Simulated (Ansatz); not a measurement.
TiN (rock salt): frozen-phonon scan

TiN (rock salt)

```xyz
4
Lattice="0.0000 4.2333 4.2333 2.1167 2.1167 4.2333 2.1167 2.1167 0.0000" Properties=species:S:1:pos:R:3 pbc="T T T"
N      0.0000     0.0000     0.0000
N      2.1167     4.2333     6.3500
Ti     2.1167     6.3500     6.3500
Ti     2.1167     4.2333     4.2333
```

The atoms are displaced by Q × the pattern below (from a DFPT mode at X = (0.5, 0.5, 0.0), largest move 1; Q in Å), at fixed cell. (q is in reciprocal vectors of the primitive cell; the cell shown is doubled to hold the pattern.)

| atom | x | y | z |
|---|---|---|---|
| N1 | 0.000 | 0.000 | -1.000 |
| N2 | 0.000 | 0.000 | 1.000 |
| Ti3 | 0.000 | 0.000 | 0.051 |
| Ti4 | 0.000 | 0.000 | -0.051 |

Level of theory: r2SCAN (plane waves to 500 eV, PAW, scalar-relativistic; Ansatz, a first-principles code). k mesh 19×19×19 (Γ-centred), Fermi-Dirac smearing 0.05 eV. Energies are smeared free energies. Compression counts positive. With partly filled bands, energies and forces of such displacements shift with the k mesh and the smearing. The PAW data are Ansatz's earlier set. TiN is run without spin polarisation. TiN was relaxed with its symmetry unable to fall. The zero of ΔE is the undisplaced structure.

```json
[
 {"Q (Å)": "-0.100", "ΔE (meV/cell)": "167", "−dE/dQ from forces (eV/Å)": "3.360", "P (GPa)": "1.8"},
 {"Q (Å)": "-0.083", "ΔE (meV/cell)": "116", "−dE/dQ from forces (eV/Å)": "2.789", "P (GPa)": "1.2"},
 {"Q (Å)": "-0.067", "ΔE (meV/cell)": "74", "−dE/dQ from forces (eV/Å)": "2.224", "P (GPa)": "0.8"},
 {"Q (Å)": "-0.050", "ΔE (meV/cell)": "42", "−dE/dQ from forces (eV/Å)": "1.665", "P (GPa)": "0.5"},
 {"Q (Å)": "-0.033", "ΔE (meV/cell)": "18", "−dE/dQ from forces (eV/Å)": "1.109", "P (GPa)": "0.2"},
 {"Q (Å)": "-0.017", "ΔE (meV/cell)": "5", "−dE/dQ from forces (eV/Å)": "0.554", "P (GPa)": "0.1"},
 {"Q (Å)": "0.000", "ΔE (meV/cell)": "0", "−dE/dQ from forces (eV/Å)": "0.000", "P (GPa)": "0.0"},
 {"Q (Å)": "0.017", "ΔE (meV/cell)": "5", "−dE/dQ from forces (eV/Å)": "-0.554", "P (GPa)": "0.1"},
 {"Q (Å)": "0.033", "ΔE (meV/cell)": "18", "−dE/dQ from forces (eV/Å)": "-1.109", "P (GPa)": "0.2"},
 {"Q (Å)": "0.050", "ΔE (meV/cell)": "42", "−dE/dQ from forces (eV/Å)": "-1.665", "P (GPa)": "0.5"},
 {"Q (Å)": "0.067", "ΔE (meV/cell)": "74", "−dE/dQ from forces (eV/Å)": "-2.224", "P (GPa)": "0.8"},
 {"Q (Å)": "0.083", "ΔE (meV/cell)": "116", "−dE/dQ from forces (eV/Å)": "-2.789", "P (GPa)": "1.2"},
 {"Q (Å)": "0.100", "ΔE (meV/cell)": "167", "−dE/dQ from forces (eV/Å)": "-3.360", "P (GPa)": "1.8"}
]
```

Summary:

| Item | Result |
|---|---|
| Energy at Q = 0.100 Å | 167 meV/cell |
| Space group of the distorted cell | P4/nmm (No. 129), lowered from Fm-3m |
| Symmetry of the curve | even: the same for both signs |
| Shape of the curve | a single well with its minimum at or next to zero displacement |
| Harmonic wavenumber from the curvature (finite differences) | 566 cm⁻¹ |
| Wavenumber by perturbation theory (DFPT, on another k mesh) | 567 cm⁻¹ |

(For displaced atoms, the force is minus the slope of the energy, and its curvature is a force constant, which sets phonon frequencies.)
